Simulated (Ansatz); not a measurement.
What internal relaxation does to the elastic constants of VN2

Method: Ansatz, DFT PBEsol, scalar-relativistic, plane waves, PAW. Plane waves to 420 eV; Γ-centred k mesh 12×12×12; Fermi-Dirac smearing of 0.15 eV. No spin polarisation.

The cell, relaxed at this level:
```
CELL_PARAMETERS angstrom
-2.12863 2.12863 2.46417
2.12863 -2.12863 2.46417
2.12863 2.12863 -2.46417
ATOMIC_POSITIONS crystal
V 0.25000 0.25000 0.00000
V 0.75000 0.75000 0.00000
N 0.11428 0.61428 0.72856
N 0.61428 0.88572 0.50000
N 0.88572 0.38572 0.27144
N 0.38572 0.11428 0.50000
```

In a metal, frequencies and elastic constants depend on the k mesh and the smearing, soft modes and shear constants most. A semilocal functional can close a gap that the real compound has.

Clamped-ion constants (GPa, Voigt order; atoms follow the strain homogeneously):
C11 = 735.2, C12 = 236.2, C13 = 164.7, C22 = 735.2, C23 = 164.7, C33 = 621.5, C44 = 221.3, C55 = 221.3, C66 = 327.1 GPa; the others vanish.

Question: What are the constants once the atoms relax in each strained cell?

Answer:
```
687.9 229.9 153.6   0.0   0.0   0.0
229.9 687.9 153.6   0.0   0.0   0.0
153.8 153.8 617.0   0.0   0.0   0.0
  0.0   0.0   0.0 192.7   0.0   0.0
  0.0   0.0   0.0   0.0 192.7   0.0
  0.0   0.0   0.0   0.0   0.0 304.7
```
The Voigt shear modulus goes from 255.7 to 235.1 GPa and the Voigt bulk modulus from 358.2 to 340.8 GPa. Relaxation subtracts ΛᵀK⁻¹Λ/V, with Λ the forces that a strain puts on the atoms and K the zone-centre force constants. At a stable cell this can only lower the diagonal constants, and it acts only for strains that share their symmetry with an optical mode; elsewhere, and where the coupling is weak, the constants hardly move.

Cost: 2 runs of about 12 core-minutes in all, on Intel Xeon Processor @ 2.70GHz, Oxide Virtual Turin-like Processor (Zen 5) (shared hosts).